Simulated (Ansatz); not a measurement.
Input and output for Si2Mo (MoSi2 type): DFT, r2SCAN, all-electron PAW with datasets made for the crystal, scalar-relativistic (Ansatz 0.2.0). This run: the series' base cell.

The cell comes from a relaxation on PAW files under the same functional, begun from a prototype that needn't be the stable phase.

Command: `ansatz run input.yaml --threads 1 --pin off --max-ram 3072MiB --backend cpu --events-out ev --progress --plain --runs-dir out` It took 2.1 min on 1 thread of Intel(R) Xeon(R) Processor @ 2.50GHz (Skylake/Cascade Lake), on a shared host, peak memory 0.84 GiB.

```yaml
crystal:
  lattice:
    - [-1.6007911199, 1.6007911199, 3.9095913888]
    - [1.6007911199, -1.6007911199, 3.9095913888]
    - [1.6007911199, 1.6007911199, -3.9095913888]
  atoms:
    - { symbol: Mo, position: [0.0, 0.0, 0.0] }
    - { symbol: Si, position: [0.3352767861, 0.3352767861, 0.0] }
    - { symbol: Si, position: [-0.3352767861, -0.3352767861, 0.0] }
kpoints:
  mp_grid: { grid: [14, 14, 14] }
scf:
  occupations: { method: fermi_dirac, width: 0.1 }
hamiltonian:
  xc: r2scan
  pseudopotentials: { kind: all_electron, datasets: crystal }
output:
  forces: true
  stress: true
  eigenvalues: true
```

Output:

```
hamiltonian.pseudopotentials.datasets: crystal makes datasets for this crystal and solves the spheres of its atoms anew in each pass: cutoff 260.0 eV, the density's 1820.0 eV; for an error of 0.50 meV an atom under PBE, 1.5 meV for the cell; an energy difference from a run of another recipe may be off by several times the error for the cell, under r2SCAN by more, where some 0.1 meV an atom stays at smaller errors; Si in spheres of 1.228 Å, 4 of its electrons in bands; Mo in spheres of 1.376 Å, 14 of its electrons in bands
Engine: ansatz 0.2.0
Pseudopotentials: kind: all_electron
Pseudopotential: Mo, paw, valence charge 14, recommended cutoff 260 eV (normal), crystal/all_electron/r2scan/scalar/gaussian/Mo, Koelling and Harmon's equation, gaussian nucleus
Pseudopotential: Si, paw, valence charge 4, recommended cutoff 260 eV (normal), crystal/all_electron/r2scan/scalar/gaussian/Si, Koelling and Harmon's equation, gaussian nucleus
Functional definition: r2SCAN
  parameter k0 = 0.174
  parameter k1 = 0.065
  parameter a1 = 4.9479
  exchange = r2scan_x(k0 = k0, k1 = k1, a1 = a1)
  correlation = r2scan_c
Crystal: 3 atoms, lattice volume = 40.074 Å³
Basis set: ecut = 260 eV, 379 PW (Γ), exchange–correlation on 96×96×96 points (27 copies of the dense FFT grid, shifted against one another)
Bands: 15, of which v1, the nominal top of the filled ones, is band 11 counted from 1 (10 counted from 0)
Symmetry: 16 space group operations
Space group: I4/mmm (ITA 139), of the structure as read, at distance tolerance 3.4e-5 Å
k-points: 244 of 2744
Non-local potential: Mo, projectors of the file, l = 0: 2, l = 1: 2, l = 2: 2
Non-local potential: Si, projectors of the file, l = 0: 1, l = 1: 1
PAW form: soft (Blöchl's): semilocal exchange-correlation on the pseudo side does not see the compensation charge
PAW one-centre angular grid: Mo, 590 points (default); XC on its mesh's 1883 points in the sphere
PAW one-centre angular grid: Si, 302 points (default); XC on its mesh's 1963 points in the sphere
Initial density: superposition of atomic densities (neutral atoms: chi_scale 0, normalization atom)
Initial wavefunctions: pseudopotential atomic-orbital guess
Functional: x = r2scan, c = r2scan; τ floored in thin density (d = 2e-4 eV/Å³)
iter 1 solved again at ethr=1.69e-2 eV; its pass at ethr=1.00e-1 eV (dr2=3.71e0 eV) is discarded
SCF iter   1: F=—  HF=-125987.707213 eV  |F-HF|=—  |Δ(HF+E_count)|=         —  Δρ=9.05e-2  dr2=4.49e0  dr2_τ=4.82e-2  ethr=1.69e-2  ⟨swp⟩=2.8  Hψ=20350  notcnv=0
preconditioner: auto → Kerker (q_TF=auto, 2.469 Å⁻¹)  [metal: Δε(μ)=0.014 eV  Ē_g=8.568 eV  σ=0.100 eV  W_gap=0.04  n_scr=10 (ndim 8)  ℏωp=21.9 eV  f_vac=0.004  D(μ)=0.42/eV (n_scr^D=0)]
SCF iter   2: F=—  HF=-125987.008946 eV  |F-HF|=—  |Δ(HF+E_count)|=   6.98e-1  Δρ=4.05e-2  dr2=7.34e-1  dr2_τ=9.10e-3  ethr=1.69e-2  ⟨swp⟩=2.2  Hψ=7394  notcnv=0  defer=2
SCF iter   3: F=—  HF=-125986.993217 eV  |F-HF|=—  |Δ(HF+E_count)|=   1.57e-2  Δρ=1.75e-2  dr2=1.15e-1  dr2_τ=3.41e-3  ethr=3.34e-3  ⟨swp⟩=3.2  Hψ=9213  notcnv=0  defer=1
SCF iter   4: F=—  HF=-125987.083511 eV  |F-HF|=—  |Δ(HF+E_count)|=   9.03e-2  Δρ=8.00e-3  dr2=3.18e-2  dr2_τ=4.61e-5  ethr=5.24e-4  ⟨swp⟩=2.5  Hψ=9785  notcnv=0  defer=10
SCF iter   5: F=—  HF=-125987.084615 eV  |F-HF|=—  |Δ(HF+E_count)|=   1.10e-3  Δρ=3.24e-3  dr2=6.71e-3  dr2_τ=6.32e-6  ethr=1.45e-4  ⟨swp⟩=2.1  Hψ=6480  notcnv=0  defer=6
iter 6 solved again at ethr=1.49e-6 eV; its pass at ethr=3.05e-5 eV (dr2=3.28e-4 eV) is discarded
SCF iter   6: F=—  HF=-125987.085933 eV  |F-HF|=—  |Δ(HF+E_count)|=   1.32e-3  Δρ=9.76e-4  dr2=3.26e-4  dr2_τ=7.87e-6  ethr=1.49e-6  ⟨swp⟩=2.2  Hψ=18034  notcnv=0  defer=3
SCF iter   7: F=—  HF=-125987.085880 eV  |F-HF|=—  |Δ(HF+E_count)|=   5.32e-5  Δρ=3.06e-4  dr2=3.23e-5  dr2_τ=4.20e-7  ethr=1.48e-6  ⟨swp⟩=2.5  Hψ=6567  notcnv=0
SCF iter   8: F=—  HF=-125987.085880 eV  |F-HF|=—  |Δ(HF+E_count)|=   3.63e-8  Δρ=1.05e-4  dr2=7.37e-6  dr2_τ=1.09e-7  ethr=1.47e-7  ⟨swp⟩=3.0  Hψ=10364  notcnv=0
SCF iter   9: F=—  HF=-125987.085879 eV  |F-HF|=—  |Δ(HF+E_count)|=   1.09e-6  Δρ=2.47e-5  dr2=1.73e-7  dr2_τ=5.75e-9  ethr=3.35e-8  ⟨swp⟩=3.0  Hψ=7109  notcnv=0
SCF iter  10: F=-125987.085879 eV  HF=-125987.085879 eV  |F-HF|=5.79e-9  |Δ(HF+E_count)|=   6.83e-8  Δρ=4.87e-6  dr2=1.58e-8  dr2_τ=2.63e-10  ethr=7.85e-10  ⟨swp⟩=3.0  Hψ=8013  notcnv=0
SCF 1 converged in 10 iterations: F = -125987.085878 eV  dr2 = 1.58e-8
  Residual-converged pass: ⟨swp⟩=3.5  Hψ=8536  notcnv=0  max |occ|·‖R‖ = 6.4e-6 eV (tolerance 6.5e-6 eV)  dr2=1.81e-8  dr2_τ=2.88e-10  dr2_onsite=9.44e-9  max |Δocc| = 2.6e-9
  greatest PAW one-centre occupation: 0.993 electrons in one spin orbital (limit 2), on the Mo atom at site 0 (counted from 0), in its partial waves of l = 0
SCF converged after 10 iterations
Free energy (F): -125987.085878 eV
Harris-Foulkes:  -125987.085878 eV  (|F-HF|=5.79e-9)
Internal energy: -125987.077887 eV  (E = F + TS)
E sigma→0 (E₀):  -125987.081882 eV
Entropy (-TS):   -0.007992 eV (-2.664 meV/atom)
Past the cutoff: the bands carry plane waves up to 2.50 times it, of which those up to 1.5 times it add -0.000358 eV an atom, each by itself; the spheres take 0.000198 eV an atom off the energy for waves past 2.50 times it
Past the cutoffs: a stress includes 0.0028 GPa for waves and charges beyond them, in addition to the slope of what the spheres take
In the spheres:  the bands' charges fall short by 6.3e-6 e at most (sound up to 1e-3)
Fermi energy:    18.176053 eV
--- Per-component energies (eV) ---
  E_band       = -13.176178
  E_kinetic    = 293.206921
  E_local      = -816.591392  (includes V_loc(G=0)·N_el)
  E_nonlocal   = 103.842606
  E_hartree    = 460.646019
  E_xc         = -155.951198
  E_vxc        = -225.143072  (∫ρ·V_xc dr)
  E_paw        = -126670.131035  (= ΣΔE_a)
  E_vpaw       = -2811.634714  (= ΣTr[D̂ρ^β])
  E_vtau       = 14.898239  (kinetic-family band-sum trace: ∫τ·v_τ [+ j·A + Jᵃ·Aᵃ] dr)
  E_ewald      = -1709.057345
  E_smearing   = -0.007992  (= −TS)
  E_closure    = 2506.957536  (closes the sum)
  Σ components = -125987.085878   (vs F -125987.085878, Δ=0.00e0)
  The terms above E_closure are by the made datasets' own strengths, without shells solved beside the bands.
--- Forces (eV/Å), atoms counted from 1 ---
  atom   1  Mo    -0.00000000    -0.00000000     0.00000000
  atom   2  Si     0.00000000     0.00000000    -0.00080629
  atom   3  Si    -0.00000000     0.00000000     0.00080629
  max |Σ_I F_I| component: 6.94e-18 eV/Å
--- Stress (GPa, compression-positive) ---
        0.014863       0.000000       0.000000
        0.000000       0.014863       0.000000
        0.000000       0.000000      -0.008725
  P = ⅓ Tr σ = 0.0070 GPa (0.070 kbar)
--- Band table (eV; the first three rows and the last of 244) ---
  k-point 0: bands = ["-44.4698", "-17.8929", "-17.8019", "-17.8019", "3.9748", "11.3963", "14.7076", "15.0550", "15.3653", "15.3653", "18.5186", "21.5690", "21.6519", "21.8409"]
  k-point 1: bands = ["-44.4677", "-17.8901", "-17.8158", "-17.8136", "4.1428", "11.5432", "14.0989", "14.9476", "15.0927", "16.0179", "17.8943", "21.1426", "21.7141", "21.8727"]
  k-point 2: bands = ["-44.4621", "-17.8823", "-17.8533", "-17.8461", "4.6342", "11.9264", "13.4197", "14.0348", "15.2166", "16.5909", "16.6453", "20.6867", "21.7255", "22.1143"]
  k-point 243: bands = ["-44.4690", "-17.9224", "-17.8040", "-17.8040", "6.0250", "7.4642", "14.5292", "15.9088", "17.5598", "17.5598", "17.6094", "17.6094", "18.6637", "23.3320"]
```

Next run (volume at 0.62 of the series' base cell), as changes to the input before:

```diff
   lattice:
-    - [-1.6007911199, 1.6007911199, 3.9095913888]
-    - [1.6007911199, -1.6007911199, 3.9095913888]
-    - [1.6007911199, 1.6007911199, -3.9095913888]
+    - [-1.3419167316, 1.3419167316, 3.4493817088]
+    - [1.3419167316, -1.3419167316, 3.4493817088]
+    - [1.3419167316, 1.3419167316, -3.4493817088]
   atoms:
-    - { symbol: Si, position: [0.3352767861, 0.3352767861, 0.0] }
-    - { symbol: Si, position: [-0.3352767861, -0.3352767861, 0.0] }
+    - { symbol: Si, position: [0.3299081148, 0.3299081148, 0.0] }
+    - { symbol: Si, position: [-0.3299081148, -0.3299081148, 0.0] }
 kpoints:
```

Results part of the output:

```
SCF 1 converged in 13 iterations: F = -125978.138322 eV  dr2 = 4.85e-9
  Residual-converged pass: ⟨swp⟩=3.3  Hψ=11439  notcnv=0  max |occ|·‖R‖ = 6.4e-6 eV (tolerance 6.5e-6 eV)  dr2=4.76e-9  dr2_τ=1.97e-11  dr2_onsite=2.27e-9  max |Δocc| = 1.1e-9
  greatest PAW one-centre occupation: 1.003 electrons in one spin orbital (limit 2), on the Si atom at site 2 (counted from 0), in its partial waves of l = 0
SCF converged after 13 iterations
Free energy (F): -125978.138322 eV
Harris-Foulkes:  -125978.138322 eV  (|F-HF|=1.76e-9)
Internal energy: -125978.130082 eV  (E = F + TS)
E sigma→0 (E₀):  -125978.134202 eV
Entropy (-TS):   -0.008240 eV (-2.747 meV/atom)
Past the cutoff: the bands carry plane waves up to 2.50 times it, of which those up to 1.5 times it add -0.000989 eV an atom, each by itself; the spheres take 0.000298 eV an atom off the energy for waves past 2.50 times it
Past the cutoffs: a stress includes 0.0089 GPa for waves and charges beyond them, in addition to the slope of what the spheres take
In the spheres:  the bands' charges fall short by 2.6e-6 e at most (sound up to 1e-3)
Fermi energy:    30.389312 eV
--- Per-component energies (eV) ---
  E_band       = -942.737316
  E_kinetic    = 528.295947
  E_local      = -1736.391354  (includes V_loc(G=0)·N_el)
  E_nonlocal   = -2106.023704
  E_hartree    = 958.673459
  E_xc         = -222.843437
  E_vxc        = -329.010267  (∫ρ·V_xc dr)
  E_paw        = -128510.889201  (= ΣΔE_a)
  E_vpaw       = -9309.299915  (= ΣTr[D̂ρ^β])
  E_vtau       = 23.235997  (kinetic-family band-sum trace: ∫τ·v_τ [+ j·A + Jᵃ·Aᵃ] dr)
  E_ewald      = -4958.060523
  E_smearing   = -0.008240  (= −TS)
  E_closure    = 10069.108732  (closes the sum)
  Σ components = -125978.138322   (vs F -125978.138322, Δ=2.91e-11)
  The terms above E_closure are by the made datasets' own strengths, without shells solved beside the bands.
--- Forces (eV/Å), atoms counted from 1 ---
  atom   1  Mo    -0.00000000     0.00000000     0.00000000
  atom   2  Si     0.00000000     0.00000000    -0.00891554
  atom   3  Si     0.00000000     0.00000000     0.00891554
  max |Σ_I F_I| component: 1.73e-18 eV/Å
--- Stress (GPa, compression-positive) ---
      282.213364       0.000000      -0.000000
        0.000000     282.213364       0.000000
       -0.000000      -0.000000     282.079224
  P = ⅓ Tr σ = 282.1687 GPa (2821.687 kbar)
--- Band table (eV; the first three rows and the last of 244) ---
  k-point 0: bands = ["-107.6524", "-107.6277", "-61.8023", "-61.8023", "-61.7859", "-61.7553", "-61.7553", "-61.7389", "-32.0071", "-6.0928", "-5.1369", "-5.1369", "11.9609", "20.1421", "24.0810", "26.2563", "26.2563", "27.3020", "31.0091", "31.5406", "37.0366"]
  k-point 1: bands = ["-107.6518", "-107.6282", "-61.8030", "-61.8009", "-61.7873", "-61.7562", "-61.7553", "-61.7385", "-31.9877", "-6.0723", "-5.2295", "-5.2077", "12.2235", "20.4427", "24.3136", "25.2496", "25.3263", "28.1957", "30.5084", "32.2428", "36.7126"]
  k-point 2: bands = ["-107.6501", "-107.6296", "-61.8049", "-61.7969", "-61.7915", "-61.7587", "-61.7552", "-61.7375", "-31.9333", "-6.0158", "-5.4716", "-5.4025", "12.9723", "21.2374", "23.5272", "24.2403", "24.9856", "28.3829", "28.9778", "34.3183", "36.4320"]
  k-point 243: bands = ["-107.6501", "-107.6300", "-61.8041", "-61.8041", "-61.7667", "-61.7586", "-61.7535", "-61.7535", "-31.9942", "-6.3504", "-5.1470", "-5.1470", "14.9939", "17.3571", "23.1423", "25.6581", "29.1451", "29.1451", "30.6940", "30.6940", "31.8421"]
```

The structure type is held throughout; the real material can change phase at far lower pressure.
